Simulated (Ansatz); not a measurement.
Relaxed-ion elastic tensor of VN (NiAs type, P6_3/mmc) in GPa (Voigt order), PBEsol in the plane-wave PAW code Ansatz; density 6.41 g/cm³, 8.41 Å³ per atom.

|  | 1 | 2 | 3 | 4 | 5 | 6 |
|---|---|---|---|---|---|---|
| 1 | 574 | 200 | 198 | 0.0 | 0.0 | 0.0 |
| 2 | 200 | 574 | 198 | 0.0 | 0.0 | 0.0 |
| 3 | 198 | 198 | 860 | 0.0 | 0.0 | 0.0 |
| 4 | 0.0 | 0.0 | 0.0 | 316 | 0.0 | 0.0 |
| 5 | 0.0 | 0.0 | 0.0 | 0.0 | 316 | 0.0 |
| 6 | 0.0 | 0.0 | 0.0 | 0.0 | 0.0 | 187 |

Question: Is the crystal mechanically stable?

Answer: Yes: the smallest eigenvalue of C is 187 GPa.

Question: Work out the Voigt, Reuss and Hill averages.

Answer: K_V = 356, K_R = 345, K_H = 350; G_V = 258, G_R = 242, G_H = 250 GPa.

Question: Give Young's modulus, Poisson's ratio, Pugh's ratio and the universal anisotropy index.

Answer: E = 9KG/(3K + G) = 606 GPa; ν = 0.21; K/G = 1.40 (brittle by the Pugh limit of 1.75); A_U = 5G_V/G_R + K_V/K_R − 6 = 0.36.

Question: Estimate the sound speeds and the Debye temperature.

Answer: v_l = √((K + 4G/3)/ρ) = 10300 m/s, v_t = √(G/ρ) = 6240 m/s, mean 6900 m/s; Θ = (h/k)(3n/4πV)^(1/3) v_m = 1010 K.

Question: Solve the Christoffel equation for the three sound speeds along x, y, z.

Answer: Eigenvalues of C_ijkl n_j n_l equal ρv². In km/s, slowest first: x 5.39, 7.02, 9.46; y 5.39, 7.02, 9.46; z 7.02, 7.02, 11.58.

Question: How much does each axis shrink under pressure?

Answer: Linear compressibilities β_i = Σ_j S_ij (j = 1 to 3): x 1.1, y 1.1, z 0.64 per TPa.

The first step of the workflow began from a Materials Project structure, measured or hypothetical; the Crystallography Open Database copy checked does not list it. It is not the phase usual at ambient conditions (space group No. 225). The cell was relaxed with PBEsol under the symmetry of its start; whether a distortion lowers the energy is not shown. No spin polarisation was allowed. As this level gives no gap, shear constants depend on the k-mesh and smearing (Fermi–Dirac, 0.1 eV here). On the denser mesh and wider smearing of the elastic run this cell carries a stress of 0.7 GPa.

Potentials: the later of the program's two PAW sets.
